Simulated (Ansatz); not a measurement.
ZrVSi in space group P4/nmm (No. 129; V on 2a, Zr on 2c, Si on 2c) at seven volumes, plane-wave PAW r²SCAN (Ansatz code), shape and atoms relaxed at each. One row is withheld.

```json
[
 {"V (Å³/atom)": "14.843", "P (GPa)": "18.38"},
 {"V (Å³/atom)": "15.332", "P (GPa)": "?"},
 {"V (Å³/atom)": "15.821", "P (GPa)": "5.26"},
 {"V (Å³/atom)": "16.311", "P (GPa)": "0.00"},
 {"V (Å³/atom)": "16.800", "P (GPa)": "-4.53"},
 {"V (Å³/atom)": "17.289", "P (GPa)": "-8.42"},
 {"V (Å³/atom)": "17.778", "P (GPa)": "-11.75"}
]
```

### Question
Fit the shown pressures and predict the withheld one.

### Answer
P = (3/2)B₀(x^(7/2) − x^(5/2))[1 + (3/4)(B′ − 4)(x − 1)] with x = (V₀/V)^(2/3). Least squares on the six rows gives V₀ = 16.311 Å³/atom, B₀ = 162 GPa, B′ = 3.94. At V = 15.332, x = 1.0421 and P = 11.33 GPa. The run itself gave 11.34 GPa.

The workflow started from an entry of the Crystallography Open Database (COD). Its standing as an ambient phase is unchecked. The cell was relaxed with r²SCAN under the symmetry of its start; its stability against distortions is not shown here. The workflow began spin-polarised and lost its moments.

Potentials: the later of the program's two PAW sets.
